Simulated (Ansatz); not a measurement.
Values for one crystal, relaxed and computed with PBE in the plane-wave PAW code Ansatz; other levels are named.

```yaml
volume_per_atom: 13.68 Å³
electronic_character: metallic (no gap)
Formation energy from the elements (no fitted shifts): 0.35 eV/atom
Gap with spin–orbit coupling: none (metallic)
Pressure derivative B′: 4.9
Density of states at the Fermi level: 0.75 states/eV per atom (mean over ±0.08 eV)
Bulk modulus (Birch–Murnaghan fit): 255 GPa
```

### Question
Which of these materials gives this?
A) AlCo3N, anti-perovskite
B) GaSb, P6_222 (Ga on 3d, Sb on 3c)
C) Zn3GaNO3, P3m1 (Pearson symbol hP8)
D) GaIr3C, anti-perovskite

### Answer
D, GaIr3C, anti-perovskite

Space group Pm-3m (anti-perovskite). The start of the workflow was typed in or built on a structure type; neither database checked (COD, Materials Project) lists it. Its standing as an ambient phase is unchecked. The PBE relaxation kept the symmetry of its start; its stability against distortions is not shown here. No spin polarisation was allowed. Its formation energy is positive at this level, so the cell may be metastable or incomplete. The references are the lowest solids computed at this level, not always the standard phases. Scalar-relativistic: spin–orbit coupling is off unless named, which matters more the heavier the elements.

Potentials: the earlier of the program's two PAW sets.
